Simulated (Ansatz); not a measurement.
Relaxed-ion elastic tensor of RbCl (rock salt, Fm-3m) in GPa (Voigt order), PBEsol (plane waves, PAW; program Ansatz); density 2.87 g/cm³, 35.01 Å³ per atom.

```
38.8   5.4   5.4   0.0   0.0   0.0
 5.4  38.8   5.4   0.0   0.0   0.0
 5.4   5.4  38.8   0.0   0.0   0.0
 0.0   0.0   0.0   5.1   0.0   0.0
 0.0   0.0   0.0   0.0   5.1   0.0
 0.0   0.0   0.0   0.0   0.0   5.1
```

Problem. Is the crystal mechanically stable?

Solution. Yes: the smallest eigenvalue of C is 5.1 GPa.

Problem. Work out the Voigt, Reuss and Hill averages.

Solution. K_V = 16.5, K_R = 16.5, K_H = 16.5; G_V = 9.7, G_R = 7.0, G_H = 8.4 GPa.

Problem. Give Young's modulus, Poisson's ratio, Pugh's ratio and the universal anisotropy index.

Solution. E = 9KG/(3K + G) = 21.5 GPa; ν = 0.28; K/G = 1.97 (ductile by the Pugh limit of 1.75); A_U = 5G_V/G_R + K_V/K_R − 6 = 1.91.

Problem. Estimate the sound speeds and the Debye temperature.

Solution. v_l = √((K + 4G/3)/ρ) = 3110 m/s, v_t = √(G/ρ) = 1710 m/s, mean 1900 m/s; Θ = (h/k)(3n/4πV)^(1/3) v_m = 173 K.

Problem. Give the Zener ratio and Young's modulus along [100], [110] and [111].

Solution. A = 2C44/(C11 − C12) = 0.30; 1/E = S11 − 2(S11 − S12 − S44/2)Γ with Γ = 0, 1/4, 1/3 gives 37.4, 16.4, 13.8 GPa.

Problem. Solve the Christoffel equation for the three sound speeds along [100], [110], [111].

Solution. Eigenvalues of C_ijkl n_j n_l equal ρv². In km/s, slowest first: [100] 1.33, 1.33, 3.68; [110] 1.33, 2.41, 3.08; [111] 2.11, 2.11, 2.85.

Symmetry was held in the PBEsol relaxation.

Potentials: the later of the program's two PAW sets.
